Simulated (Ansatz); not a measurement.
AgI:
```yaml
crystal:
  lattice:
    - [4.68528, 0.00000, 0.00000]
    - [-2.34264, 4.05757, 0.00000]
    - [0.00000, 0.00000, 7.66208]
  atoms:
    - { symbol: I, position: [0.33333, 0.66667, 0.00245] }
    - { symbol: I, position: [0.66667, 0.33333, 0.50245] }
    - { symbol: Ag, position: [0.33333, 0.66667, 0.62755] }
    - { symbol: Ag, position: [0.66667, 0.33333, 0.12755] }
```

Cartesian axes are those of the cell as given.

Task: Give the high-frequency dielectric tensor and the Born effective charge tensors of the independent atoms from DFPT, the program Ansatz at the PBE level (PAW).

Result: 
ε∞:
```
5.03  0.00  0.00
0.00  5.03  0.00
0.00  0.00  5.09
```
Z* of atom 1 (I), rows: field, columns: displacement, in e:
```
-1.25   0.00   0.00
 0.00  -1.25   0.00
 0.00   0.00  -1.29
```
Z* of atom 3 (Ag), rows: field, columns: displacement, in e:
```
1.25  0.00  0.00
0.00  1.25  0.00
0.00  0.00  1.29
```

Static charges for comparison (Bader): I1 -0.29, Ag3 +0.29 e. Born charges measure polarisation by displacement and can exceed these by far.

Space group P6_3mc (wurtzite). Symmetry was held in the PBE relaxation. The run is not spin-polarised. Spin–orbit coupling is left out wherever it is not named.

Potentials: the later of the program's two PAW sets.
